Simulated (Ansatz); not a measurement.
Relaxed-ion elastic tensor of TiSe2 (CdI2 type, P-3m1) in GPa (Voigt order), DFT-PBE+D3(BJ) in the program Ansatz with PAW potentials; density 5.55 g/cm³, 20.53 Å³ per atom.

```
 117  25.5  18.6  -7.1   0.0   0.0
25.5   117  18.6   7.1   0.0   0.0
18.6  18.6  58.8   0.0   0.0   0.0
-7.1   7.1   0.0  21.8   0.0   0.0
 0.0   0.0   0.0   0.0  21.8  -7.1
 0.0   0.0   0.0   0.0  -7.1  45.9
```

Q: Is the crystal mechanically stable?

A: Yes: the smallest eigenvalue of C is 19.8 GPa.

Q: Work out the Voigt, Reuss and Hill averages.

A: K_V = 46.6, K_R = 41.5, K_H = 44.0; G_V = 33.3, G_R = 28.0, G_H = 30.6 GPa.

Q: Give Young's modulus, Poisson's ratio, Pugh's ratio and the universal anisotropy index.

A: E = 9KG/(3K + G) = 74.6 GPa; ν = 0.22; K/G = 1.44 (brittle by the Pugh limit of 1.75); A_U = 5G_V/G_R + K_V/K_R − 6 = 1.08.

Q: Estimate the sound speeds and the Debye temperature.

A: v_l = √((K + 4G/3)/ρ) = 3910 m/s, v_t = √(G/ρ) = 2350 m/s, mean 2600 m/s; Θ = (h/k)(3n/4πV)^(1/3) v_m = 283 K.

Q: Solve the Christoffel equation for the three sound speeds along x, y, z.

A: Eigenvalues of C_ijkl n_j n_l equal ρv². In km/s, slowest first: x 1.89, 2.94, 4.60; y 1.96, 2.88, 4.61; z 1.98, 1.98, 3.26.

Q: How much does each axis shrink under pressure?

A: Linear compressibilities β_i = Σ_j S_ij (j = 1 to 3): x 5.2, y 5.2, z 14 per TPa.

The cell was relaxed with PBE+D3(BJ) under the symmetry of its start; of distortions, only those at the zone centre were tested. The run is not spin-polarised. As this level gives no gap, shear constants depend on the k-mesh and smearing (Fermi–Dirac, 0.1 eV here).

Potentials: the later of the program's two PAW sets.
